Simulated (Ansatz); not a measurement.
TaC (rock salt, Fm-3m) is relaxed with PBEsol in the plane-wave PAW code Ansatz. What lattice parameters of the conventional cell result?

a = 4.440 Å.

Is it a metal or does it have a gap at this level?

No gap at this level.

Symmetry was held in the PBEsol relaxation. No spin polarisation was allowed. Spin–orbit coupling is left out wherever it is not named.

Potentials: the later of the program's two PAW sets.
